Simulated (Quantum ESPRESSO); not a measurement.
Mo3WSe5S3, convergence and cost over cutoff and k mesh

Simulated, not a measurement. The program is pw.x of Quantum ESPRESSO 7.5 (plane-wave density functional theory). The cell is made up: 12 atoms on a layered 2H lattice, with randomly drawn elements, strain and displacements, not relaxed. PseudoDojo standard norm-conserving files (v0.5 for PBE, v0.4.1 for LDA and PBEsol) set the functional; there is no spin polarisation, spin-orbit coupling or dispersion term, and the masses in the input are unused placeholders.

Input of the run in row 4:

```
&control calculation='scf', pseudo_dir='./dojo.nc.sr.pbe.v0_5.standard.upf', outdir='./o', disk_io='medium', tprnfor=.true., tstress=.true. /
&system ibrav=0, nat=12, ntyp=4, nbnd=83, ecutwfc=85.99341389, nosym=.true., tot_charge=0,
 occupations='smearing', smearing='fd', degauss=0.0018374661
/
&electrons conv_thr=7.350e-09, electron_maxstep=60, /
ATOMIC_SPECIES
Mo 1.0 Mo.upf
S 1.0 S.upf
Se 1.0 Se.upf
W 1.0 W.upf
CELL_PARAMETERS angstrom
3.2573 -0.0293 0.0117
-0.0507 5.5319 -0.0081
0.0468 -0.0187 13.0382
ATOMIC_POSITIONS angstrom
Mo -0.071 1.8748 3.202
Mo 1.6241 0.867 9.7962
Mo 1.5967 4.625 3.3475
W -0.041 3.7352 9.8082
Se -0.037 1.8005 8.177
Se 0.066 1.8423 11.3755
S 1.6315 0.8723 1.6329
Se 1.6569 0.9178 4.8575
S 1.6059 4.5203 8.1866
Se 1.6085 4.6176 11.3719
Se -0.0751 3.7091 1.5793
S 0.0064 3.7248 4.8852
K_POINTS automatic
7 4 2 1 1 1
```

The same cell was run at these settings. Meshes are shifted by half a step, and differences are from the last row, which is itself not exact.

| cutoff (eV) | k mesh | k points solved | threshold (eV) | free energy less the last row's (eV) | pressure (GPa) | largest stress difference (GPa) | largest force difference (eV/Å) | iterations | wall time (s) | k-point pools | processor |
| --- | --- | --- | --- | --- | --- | --- | --- | --- | --- | --- | --- |
| 819 | 2 x 2 x 2 | 4 | 1e-04 | 5.424 | -40.38 | 48.46 | 0.503 | 17 | 167 | 1 | AMD EPYC, Zen 5 class |
| 1170 | 1 x 1 x 1 | 1 | 1e-07 | -2.493 | 9.65 | 6.65 | 1.783 | 21 | 229 | 1 | AMD EPYC, Zen 5 class |
| 736 | 7 x 4 x 2 | 28 | 1e-07 | 27.386 | -132.17 | 139.41 | 0.051 | 23 | 1482 | 1 | AMD EPYC, Zen 5 class |
| 1170 | 7 x 4 x 2 | 28 | 1e-07 | 0.002 | 7.06 | 0.02 | 0.007 | 22 | 3186 | 1 | AMD EPYC, Zen 5 class |
| 1467 | 9 x 6 x 4 | 108 | 1e-07 | 0.000 | 7.06 | 0.00 | 0.000 | 23 | 4580 | 4 | Intel Xeon, older |

Each pool is one process. Wall times include start-up and a band step at six k points, which weighs most on the coarsest meshes. The runs were on shared virtual cores whose load varied, so times are rough.